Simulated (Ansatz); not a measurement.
Rh (fcc, Cu type), map of one atom of the cell

Relaxed Rh (fcc, Cu type):

```
Rh
1.0
    3.83006     0.00000     0.00000
    0.00000     3.83006     0.00000
    0.00000     0.00000     3.83006
Rh
4
Direct
  0.00000   0.00000   0.00000
  0.50000   0.50000   0.00000
  0.50000   0.00000   0.50000
  0.00000   0.50000   0.50000
```

Two-dimensional scan of atom 1 (Rh, nearest neighbour Rh at 2.708 Å; its periodic images, 3.8 Å or more away, move with it): u runs along (1.000, 0.000, 0.000), v along (0.000, 0.000, 1.000) (Cartesian). Cell and other atoms are fixed.

All values below come from PBE (plane waves to 420 eV, PAW, scalar-relativistic; Ansatz, an electronic-structure program). k mesh 10×10×10 (Γ-centred), Fermi-Dirac smearing 0.05 eV. The energy includes the smearing's −TS. Points where atoms come too close for the PAW data are left out (x in tables, blank in figures). With partly filled bands, energies and forces of such displacements shift with the k mesh and the smearing. Fu and Fv are the components of the force on the atom. Rh is run without spin polarisation. Rh was relaxed with its symmetry unable to fall. ΔE is measured from the undisplaced structure. Axes are in Å.

ΔE (meV/cell), with u across and v down:

```
v \ u   -0.410  -0.273  -0.137  0.000  0.137  0.273  0.410
------  ------  ------  ------  -----  -----  -----  -----
-0.410       x    1566    1111    964   1111   1566      x
-0.273    1566     910     535    412    535    910   1566
-0.137    1111     535     208    101    208    535   1111
0.000      964     412     101      0    101    412    964
0.137     1111     535     208    101    208    535   1111
0.273     1566     910     535    412    535    910   1566
0.410        x    1566    1111    964   1111   1566      x
```

Fv (eV/Å), with u across and v down:

```
v \ u   -0.410  -0.273  -0.137  0.000  0.137  0.273  0.410
------  ------  ------  ------  -----  -----  -----  -----
-0.410       x    5.95    5.24   5.02   5.24   5.95      x
-0.273    4.55    3.72    3.26   3.11   3.26   3.72   4.55
-0.137    2.17    1.81    1.56   1.49   1.56   1.81   2.17
0.000     0.00    0.00    0.00   0.00   0.00   0.00   0.00
0.137    -2.17   -1.81   -1.56  -1.49  -1.56  -1.81  -2.17
0.273    -4.55   -3.72   -3.26  -3.11  -3.26  -3.72  -4.55
0.410        x   -5.95   -5.24  -5.02  -5.24  -5.95      x
```

Key numbers:

Principal force constants in the plane (five-point differences of the forces): 10.7 eV/Å², isotropic. Centre of the map: a minimum. Lowest place on the grid: u = 0.000 Å, v = 0.000 Å (0 meV/cell).

(A displaced cell: forces are minus the slopes of the energy, force constants its curvatures, and phonons follow from these.)
